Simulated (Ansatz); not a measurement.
An Ansatz (a program for electronic structure) run. Input:

Ansatz 0.2 input:
```yaml
crystal:
  lattice:
    - [-1.5250955323, 1.5250955323, 7.0691743997]
    - [1.5250955323, -1.5250955323, 7.0691743997]
    - [1.5250955323, 1.5250955323, -7.0691743997]
  atoms:
    - { symbol: Al, position: [0.0, 0.0, 0.0] }
    - { symbol: Al, position: [0.8062373814, 0.8062373814, 0.0] }
    - { symbol: Al, position: [0.1937626186, 0.1937626186, 0.0] }
    - { symbol: Ru, position: [0.6056451832, 0.6056451832, 0.0] }
    - { symbol: Ru, position: [0.3943548168, 0.3943548168, 0.0] }
kpoints:
  mp_grid: { grid: [19, 19, 19] }
hamiltonian:
  xc: lda
  pseudopotentials: { kind: paw }
scf:
  occupations: { method: fermi_dirac, width: 0.1 }
phonons:
  method: dfpt
  response_accuracy: low
  eigenvectors: true
  rigid_motions: translations
```

Output (shortened):

```
Pseudopotential: Al, paw, valence charge 3
Pseudopotential: Ru, paw, valence charge 16
Functional definition: SPW92
Crystal: 5 atoms, lattice volume = 65.769 Å³
Basis set: ecut = 420 eV, 1267 PW (Γ), exchange–correlation on 100×100×100 points (8 copies of the dense FFT grid, shifted against one another)
Bands: 26, of which v1, the nominal top of the filled ones, is band 21 counted from 1 (20 counted from 0)
Symmetry: 16 space group operations
k-points: 1000 of 6859 (irreducible under 4 space group operations, time reversal used)
SCF iter   1: F=—  HF=-13058.703231 eV  |F-HF|=—  |Δ(HF+E_count)|=         —  Δρ=4.78e-3  dr2=2.43e-2  ethr=1.77e-3  ⟨swp⟩=6.5  Hψ=122241  notcnv=0
preconditioner: auto → Kerker (q_TF=auto, 2.522 Å⁻¹)
SCF iter   2: F=—  HF=-13058.701145 eV  |F-HF|=—  |Δ(HF+E_count)|=   2.09e-3  Δρ=2.80e-3  dr2=9.61e-3  ethr=5.94e-5  ⟨swp⟩=1.0  Hψ=34000  notcnv=0
SCF iter   3: F=—  HF=-13058.699777 eV  |F-HF|=—  |Δ(HF+E_count)|=   1.37e-3  Δρ=4.14e-4  dr2=1.11e-4  ethr=2.34e-5  ⟨swp⟩=2.0  Hψ=34559  notcnv=0
SCF iter   4: F=—  HF=-13058.699744 eV  |F-HF|=—  |Δ(HF+E_count)|=   3.33e-5  Δρ=1.13e-4  dr2=1.59e-5  ethr=2.72e-7  ⟨swp⟩=2.0  Hψ=45120  notcnv=0
SCF iter   5: F=—  HF=-13058.699745 eV  |F-HF|=—  |Δ(HF+E_count)|=   1.53e-6  Δρ=3.79e-5  dr2=1.65e-6  ethr=3.89e-8  ⟨swp⟩=1.5  Hψ=29937  notcnv=0
SCF iter   6: F=—  HF=-13058.699778 eV  |F-HF|=—  |Δ(HF+E_count)|=   3.26e-5  Δρ=8.52e-6  dr2=3.34e-8  ethr=4.03e-9  ⟨swp⟩=2.2  Hψ=36316  notcnv=0
SCF iter   7: F=—  HF=-13058.699778 eV  |F-HF|=—  |Δ(HF+E_count)|=   8.73e-9  Δρ=2.17e-6  dr2=4.77e-9  ethr=8.14e-11  ⟨swp⟩=2.4  Hψ=44002  notcnv=0
SCF iter   8: F=—  HF=-13058.699778 eV  |F-HF|=—  |Δ(HF+E_count)|=  8.97e-10  Δρ=3.62e-7  dr2=1.28e-10  ethr=1.16e-11  ⟨swp⟩=2.0  Hψ=36689  notcnv=0
SCF iter   9: F=-13058.699778 eV  HF=-13058.699778 eV  |F-HF|=3.64e-12  |Δ(HF+E_count)|=  3.82e-11  Δρ=7.60e-8  dr2=2.69e-12  ethr=1.00e-12  ⟨swp⟩=5.4  Hψ=106950  notcnv=0
the search or the solves at the SCF's close seem to have found levels that the self-consistency loop had missed (the run counts 1) …
SCF 1 converged in 9 iterations: F = -13058.699778 eV  dr2 = 2.69e-12
DFPT response loops at Γ: preconditioner auto → Kerker (q_TF=auto, 2.522 Å⁻¹) (partly filled bands, converged f_vac=0.000) …
the response loops of the zone centre start from zero, take more passes and end by a threshold …
SCF converged after 9 iterations
Free energy (F): -13058.699778 eV
Harris-Foulkes:  -13058.699778 eV  (|F-HF|=3.64e-12)
Internal energy: -13058.654282 eV  (E = F + TS)
E sigma→0 (E₀):  -13058.677030 eV
Entropy (-TS):   -0.045496 eV (-9.099 meV/atom)
Fermi energy:    15.017121 eV
--- Per-component energies (eV) ---
  E_band       = -256.219860
  E_kinetic    = 1115.820945
  E_local      = -4050.126931  (includes V_loc(G=0)·N_el)
  E_nonlocal   = 732.328616
  E_hartree    = 1492.486247
  E_xc         = -503.650160
  E_vxc        = -574.157007  (∫ρ·V_xc dr)
  E_paw        = -8015.327180  (= ΣΔE_a)
  E_vpaw       = -465.057572  (= ΣTr[D̂ρ^β])
  E_aug_tail   = -0.000456  (compensation charges beyond the density's cutoff)
  E_ewald      = -3831.495883
  E_core_change = 1.310520  (= ΣΔE_core)
  E_smearing   = -0.045496  (= −TS)
  E_closure    =  0.000000  (closes the sum)
  Σ components = -13058.699778   (vs F -13058.699778, Δ=0.00e0)
  [band-id]    e_kinetic+e_local+e_nonlocal+2·e_hartree+e_vxc+e_vpaw+e_augmentation_tail = -256.219911   (vs E_band -256.219860, Δ=-5.03e-5)
--- Band table (eV; the first three rows and the last of 1000) ---
  k-point 0: bands = ["-56.7545", "-56.7465", "-26.8881", "-26.8152", "-26.8152", "-26.8061", "-26.8061", "-26.7802", "4.5097", "7.5118", "7.6890", "11.1614", "11.3756", "11.6516", "13.4583", "13.5596", "13.5596", "14.1130", "14.1130", "14.7542", "14.9026", …
  k-point 1: bands = ["-56.7539", "-56.7458", "-26.8870", "-26.8198", "-26.8194", "-26.8106", "-26.8103", "-26.7793", "4.6063", "7.5688", "7.7952", "11.1994", "11.4132", "11.6816", "13.4248", "13.4692", "13.5931", "14.0295", "14.0745", "14.6183", "14.7846", …
  k-point 2: bands = ["-56.7519", "-56.7439", "-26.8837", "-26.8330", "-26.8316", "-26.8233", "-26.8223", "-26.7768", "4.8921", "7.7361", "8.1049", "11.3101", "11.5238", "11.7602", "13.2232", "13.3329", "13.6874", "13.8124", "13.9674", "14.2341", "14.4517", …
  k-point 999: bands = ["-56.7542", "-56.7462", "-26.8856", "-26.8201", "-26.8148", "-26.8108", "-26.8056", "-26.7817", "5.0440", "5.8394", "9.6271", "10.8376", "11.2967", "11.7879", "12.8322", "13.3483", "13.4921", "14.4059", "14.4666", "14.7000", "14.8263", …
--- Phonons (Γ-DFPT): 6 representative perturbations + reference, on 1000 of 6859 k-points (Σ response iterations 40) ---
  ASR residual: 7.965e-4 → 0.000e0 eV/Å²; symmetrization residual: 3.970e-4 eV/Å²
  ASR residual per site (eV/Å²): 2.11e-4 3.62e-4 3.62e-4 7.97e-4 7.97e-4
  Γ frequencies (cm⁻¹): 0.00 0.00 0.00 148.00 148.00 186.35 263.50 263.50 269.56 297.47 297.47 361.57 361.57 402.09 409.39
  non-analytic LO–TO correction: not included (Born effective charges unavailable; polar crystals: no LO–TO splitting at Γ)
```

Cost: about 50 core-minutes (a rough figure) on shared cores.

Space group I4/mmm. The workflow started from a Materials Project entry (that database holds measured and hypothetical structures alike); the Crystallography Open Database copy checked does not list it. With Al and Ru taken as one species the cell has the higher symmetry I4/mmm, so it may be an ordered model of a mixed-site phase. Whether it is the stable phase at ambient conditions was not checked. The LDA relaxation kept the symmetry of its start; of distortions, only those at the zone centre were tested. No spin polarisation was allowed. As this level gives no gap, phonon frequencies hold no LO–TO term and depend on the k-mesh and smearing (Fermi–Dirac, 0.1 eV here). Spin–orbit coupling is left out wherever it is not named.

Potentials: the later of the program's two PAW sets.

Ansatz is a plane-wave DFT program.
